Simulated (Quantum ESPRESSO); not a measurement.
pw.x input (Quantum ESPRESSO 7.5; PBEsol, PseudoDojo standard norm-conserving files, scalar-relativistic):

```
&CONTROL
  calculation = 'scf'
  pseudo_dir = './pseudo'
  outdir = './out'
  tprnfor = .true.
  tstress = .true.
/
&SYSTEM
  ibrav = 0
  nat = 4
  ntyp = 2
  ecutwfc = 84.0
  ecutrho = 336.0
  occupations = 'smearing'
  smearing = 'fd'
  degauss = 0.005
  nbnd = 39
/
&ELECTRONS
  conv_thr = 4e-10
/
ATOMIC_SPECIES
Ti 47.8670 Ti.upf
Pd 106.4200 Pd.upf
CELL_PARAMETERS angstrom
  3.897660000000   0.000000000000   0.000000000000
  0.000000000000   3.897660000000   0.000000000000
  0.000000000000   0.000000000000   3.897660000000
ATOMIC_POSITIONS crystal
Ti   0.000000000000   0.000000000000   0.000000000000
Pd   0.000000000000   0.500000000000   0.500000000000
Pd   0.500000000000   0.000000000000   0.500000000000
Pd   0.500000000000   0.500000000000   0.000000000000
K_POINTS automatic
12 12 12 0 0 0
```

End of the output:

```

[...]
     the Fermi energy is    19.5541 ev
!    total energy              =    -927.97290504 Ry
     estimated scf accuracy    <          9.1E-11 Ry
     smearing contrib. (-TS)   =      -0.00164072 Ry
     internal energy E=F+TS    =    -927.97126432 Ry
     The total energy is F=E-TS. E is the sum of the following terms:
     one-electron contribution =    -285.18265883 Ry
     hartree contribution      =     183.55092392 Ry
     xc contribution           =    -140.19643824 Ry
     ewald contribution        =    -686.14309117 Ry
     convergence has been achieved in  21 iterations
     Forces acting on atoms (cartesian axes, Ry/au):
     atom    1 type  1   force =     0.00000000    0.00000000    0.00000000
     atom    2 type  2   force =     0.00000000    0.00000000    0.00000000
     atom    3 type  2   force =     0.00000000    0.00000000    0.00000000
     atom    4 type  2   force =     0.00000000    0.00000000    0.00000000
     Total force =     0.000000     Total SCF correction =     0.000000
     Computing stress (Cartesian axis) and pressure
          total   stress  (Ry/bohr**3)                   (kbar)     P=      -46.16
  -0.00031376   0.00000000   0.00000000          -46.16        0.00        0.00
   0.00000000  -0.00031376   0.00000000            0.00      -46.16        0.00
   0.00000000   0.00000000  -0.00031376            0.00        0.00      -46.16
```

Spin-orbit coupling is not included.

Geometry of the Materials Project entry, not relaxed at this level.
